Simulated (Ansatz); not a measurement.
**Mechanical response of La (P6_3/mmc)**

```
La
1.0
     3.57596    0.00000    0.00000
    -1.78798    3.09688    0.00000
     0.00000    0.00000    5.91635
La
2
Direct
  0.33333 0.66667 0.25000
  0.66667 0.33333 0.75000
```

Computed, not measured; unless marked otherwise by LDA, all-electron LAPW in Ansatz 0.2.0, scalar-relativistic. k mesh 14×14×8, strains of ±0.005, Fermi-Dirac smearing of 0.100 eV, basis error target 1 meV/atom. The cell was relaxed by PAW under this functional, which moved its volume by -11 % from the database entry's.

The cell is hexagonal and carries a residual pressure of 0.05 GPa at this level. Each strain component that symmetry leaves independent is applied at ±0.005, the ions relax wherever a strain frees them, and the stress (tension positive, GPa) is read. Shears are engineering strains, γ = 2ε.

```
strain    size      σxx      σyy      σzz      σyz     σxz     σxy
    xx  -0.005  -0.2972  -0.0939  -0.1471   0.0000  0.0000  0.0000
    xx  +0.005   0.2082   0.0135   0.0325   0.0000  0.0000  0.0000
    zz  -0.005  -0.1316  -0.1316  -0.3439   0.0000  0.0000  0.0000
    zz  +0.005   0.0480   0.0480   0.2239   0.0000  0.0000  0.0000
    yz  -0.005  -0.0403  -0.0396  -0.0584  -0.0384  0.0000  0.0000
    yz  +0.005  -0.0403  -0.0396  -0.0584   0.0384  0.0000  0.0000
```

A central difference gives one constant, for example C11 ≈ (0.2082 − (-0.2972))/(0.01) = 50.5 GPa; the program then imposes the crystal's symmetry on the whole matrix.

Problem. What are the independent elastic constants?

Solution. C11 = 50.5, C12 = 10.7, C13 = 18.0, C33 = 56.8, C44 = 7.7 GPa.

Problem. Is the crystal stable against homogeneous strain?

Solution. The least eigenvalue of the 6×6 matrix is 7.7 GPa, so yes.

Problem. What moduli does a random aggregate of grains have?

Solution. Voigt and Reuss bounds: B from 27.5 to 27.9 and G from 11.9 to 14.5 GPa; their means are B = 27.7 and G = 13.2 GPa. Then E = 9BG/(3B + G) = 34.1 GPa, ν = (3B − 2G)/(6B + 2G) = 0.295 and B/G = 2.10, on the ductile side of Pugh's 1.75 (a rule of thumb).

Problem. With the density of 7.041 g/cm³, how fast does sound travel, and what Debye temperature follows?

Solution. 

```
direction  slow (m/s)  middle (m/s)  fast (m/s)
        x        1044          1681        2679
        y        1044          1681        2679
        z        1044          1044        2840
```

The mean of v⁻³ over directions and branches gives v_m = 1507 m/s and θ_D = (ħ/k_B) v_m (6π²n)^(1/3) = 140 K, n being atoms per volume. Young's modulus spans 25 to 46 GPa over directions, and the universal anisotropy index is 1.09.

Problem. How far do the constants move if PAW replaces LAPW in the same cell?

Solution. 

```json
{"constant": "C11", "LAPW (GPa)": "50.5", "PAW (GPa)": "50.4", "difference": "-0.1"}
{"constant": "C12", "LAPW (GPa)": "10.7", "PAW (GPa)": "10.6", "difference": "-0.1"}
{"constant": "C13", "LAPW (GPa)": "18.0", "PAW (GPa)": "17.9", "difference": "-0.1"}
{"constant": "C33", "LAPW (GPa)": "56.8", "PAW (GPa)": "56.6", "difference": "-0.2"}
{"constant": "C44", "LAPW (GPa)": "7.7", "PAW (GPa)": "7.6", "difference": "-0.1"}
```

Keep in mind: responses of metals move with mesh and smearing; elastic stability says nothing of phonons or of other phases; the frozen-core PAW files of the compared runs were fitted under PBE, their cores solved anew for this functional.
